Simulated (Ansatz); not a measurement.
**Levels of theory for PdOSe (Janus 2H monolayer)**

All numbers come from Ansatz 0.2.0. The calculation is non-magnetic, and the structure need not be a phase that has been made.

Structure: PdOSe as a Janus 2H monolayer, at its r2SCAN minimum. The sheet's in-plane cell has a = 3.171 Å, b = 3.171 Å (γ = 120.0°), and its outermost atoms lie 2.85 Å apart along the normal. Pd is surrounded by 3 O at 2.13 Å and 3 Se at 2.55 Å; O is surrounded by 3 Pd at 2.13 Å; Se is surrounded by 3 Pd at 2.55 Å.

```cif
data_structure
_symmetry_space_group_name_H-M 'P 1'
_symmetry_Int_Tables_number 1
_cell_length_a 3.1713
_cell_length_b 3.1713
_cell_length_c 29.7665
_cell_angle_alpha 90.000
_cell_angle_beta 90.000
_cell_angle_gamma 120.000
_cell_volume 259.25
loop_
_atom_site_label
_atom_site_type_symbol
_atom_site_fract_x
_atom_site_fract_y
_atom_site_fract_z
_atom_site_occupancy
Pd1 Pd 0.33333 0.66667 0.31009 1
O1 O 0.66667 0.33333 0.34635 1
Se1 Se 0.66667 0.33333 0.25063 1
```
Periodic in the plane only; c spans the vacuum.

Relaxed lattice by functional, symmetry kept:
```csv
functional,k mesh,a (Å),thickness (Å)
PBE,12×12×1,3.166,2.93
r2SCAN,12×12×1,3.171,2.85
PBEsol,12×12×1,3.087,2.95
LDA,12×12×1,3.059,2.93
```

On this one geometry the levels give:

| level | k mesh | gap (eV) | kind | edges | least direct gap (eV) |
| --- | --- | --- | --- | --- | --- |
| LDA | 12×12×1 | none (overlap 0.25) | – | – | – |
| PBE | 12×12×1 | none (overlap 0.25) | – | – | – |
| PBE+SOC | 12×12×1 | none (overlap 0.30) | – | – | – |
| r2SCAN | 12×12×1 | none (overlap 0.27) | – | – | – |

All runs use a smearing of 0.02 eV.
Wave cutoffs: 420 eV, 500 eV (r2SCAN).
Points off the special ones are mesh points or PBE's searched band edges, reused at the other levels.

r2SCAN gives no gap: the lowest nominally empty band dips 0.27 eV below the top of the last filled one (its bottom at K–Γ (0.50 of the way from K), the top at K–Γ (0.90 of the way from K)), so the cell is a metal or semimetal at this level. PBE+SOC gives no gap: the lowest nominally empty band dips 0.30 eV below the top of the last filled one (its bottom at K–Γ (0.50 of the way from K), the top at K–Γ (0.90 of the way from K)), so the cell is a metal or semimetal at this level.

No level opens a gap, but no hybrid is among them, and semilocal functionals can close a real gap.

Only the levels marked +SOC include spin-orbit coupling.

For some runs the program warns that the potential is rough where the density is thin, which bears on empty states near the vacuum.
